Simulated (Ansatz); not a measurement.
# What a strained SiNi₂ layer does to its nuclei

Cell: a COD entry whose atoms were relaxed with PBE, the cell held.

```xyz
12
Lattice="4.9900 0.0000 0.0000 0.0000 3.7200 0.0000 0.0000 0.0000 7.0600" Properties=species:S:1:pos:R:3 pbc="T T T"
Si    1.4409    0.9300    2.7240
Si    1.0541    2.7900    6.2540
Si    3.9359    0.9300    0.8060
Si    3.5491    2.7900    4.3360
Ni    4.7842    0.9300    5.6114
Ni    2.7008    2.7900    2.0814
Ni    2.2892    0.9300    4.9786
Ni    0.2058    2.7900    1.4486
Ni    1.6457    0.9300    0.4260
Ni    0.8493    2.7900    3.9560
Ni    4.1407    0.9300    3.1040
Ni    3.3443    2.7900    6.6340
```

Atoms are numbered from 1 in the order listed; like atoms form one site, named after its first atom.

Level of theory: DFT, PBE, plane waves and PAW, scalar-relativistic, collinear spin, 420 eV cutoff, Γ-centred 9×12×6 k-points, Fermi–Dirac smearing 0.05 eV (Ansatz 0.2.0). Start moments as typed (μB): 1.5 on each Ni, none on the rest.

The cell is stretched along z (the third Cartesian axis of the run's cell), x and y held, and the ions relax again each time.

| strain along z (%) | Si: V along z (10²¹ V/m²) | Ni5: V along z (10²¹ V/m²) | Ni9: V along z (10²¹ V/m²) |
| --- | --- | --- | --- |
| -3 | -0.97 | -0.23 | -0.69 |
| -2 | -0.77 | -0.14 | -0.54 |
| -1 | -0.56 | -0.06 | -0.39 |
| 0 | -0.36 | 0.01 | -0.26 |
| +1 | -0.16 | 0.08 | -0.12 |
| +2 | ? | ? | ? |
| +3 | 0.26 | 0.18 | 0.10 |

Task: Estimate the row at +2 % from the others.

Result: Si: 0.05; Ni5: 0.14; Ni9: -0.01. Worked for Si: a straight line through the other 6 rows has a slope of 0.204 × 10²¹ V/m² per per cent of strain and gives 0.05 at +2 %, against 0.05 from the run, so the response is nearly linear here. Worked for Ni5: a straight line through the other 6 rows has a slope of 0.068 × 10²¹ V/m² per per cent of strain and gives 0.13 at +2 %, against 0.14 from the run; over all rows the step per per cent runs from 0.086 at the compressed end to 0.042 at the stretched end, so the response isn't a straight line.

With no gap above 0.1 eV, as in a metal, the gradients converge slowly in k; expect changes of a tenth or more on a denser mesh. With these PAW files V_zz is typically within 2 to 3 % of all-electron values, but misses above 10 % occur on Ni. The start moments die out, and the run ends without spin.
